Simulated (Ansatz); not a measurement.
Hg, DFT, PBEsol, all-electron PAW with datasets made for the crystal, scalar-relativistic (Ansatz 0.2.0), run on 1 thread of Arm Neoverse V1 on a shared host.

The geometry is COD entry 1538509, unchecked; take it as a test cell.

Command: `ansatz run input.yaml --threads 1 --pin off --max-ram 4096MiB --backend cpu --events-out ev --progress --plain --runs-dir out`

```yaml
crystal:
  lattice:
    - [4.5400020208, 0.0, 0.0]
    - [-2.2700010104, 3.9317570832, 0.0]
    - [0.0, 0.0, 3.87]
  atoms:
    - { symbol: Hg, position: [0.3333333333, 0.6666666667, 0.5] }
    - { symbol: Hg, position: [0.0, 0.0, 0.0] }
    - { symbol: Hg, position: [0.6666666667, 0.3333333333, 0.5] }
kpoints:
  mp_grid: { grid: [8, 8, 9] }
  band_path:
    path:
      - [0.0, 0.0, 0.0]
      - [0.5, 0.0, 0.0]
      - [0.3333333333, 0.3333333333, 0.0]
      - [0.0, 0.0, 0.0]
      - [0.0, 0.0, 0.5]
      - [0.5, 0.0, 0.5]
      - [0.3333333333, 0.3333333333, 0.5]
      - [0.0, 0.0, 0.5]
      - [0.5, 0.0, 0.5]
    npoints: 8
scf:
  occupations: { method: fermi_dirac, width: 0.05 }
hamiltonian:
  xc: pbesol
  pseudopotentials: { kind: all_electron, datasets: crystal }
output:
  forces: true
  stress: true
  eigenvalues: true
  efg: { contact_densities: true }
```

How large is the problem that the program sets up?

50 irreducible k-points, 827 plane waves at Γ, 22 bands.

About how long does it take, and how much memory does it use?

31 s of wall time for 9 SCF iterations, with a peak of 0.54 GiB. Times on shared machines scatter by tens of per cent.

And the same cell and mesh by LAPW (all electrons), asked for forces, stress, eigenvalues, fatbands, populations, dos and the same band path, on the same hardware?

4.7 min, peak memory 0.73 GiB.

And the same cell and mesh by PAW with the default files, asked for forces, stress, eigenvalues, efg, populations, bader, dos, write_density, write_potential, elf and the same band path, on the same hardware?

31 s, peak memory 0.45 GiB.
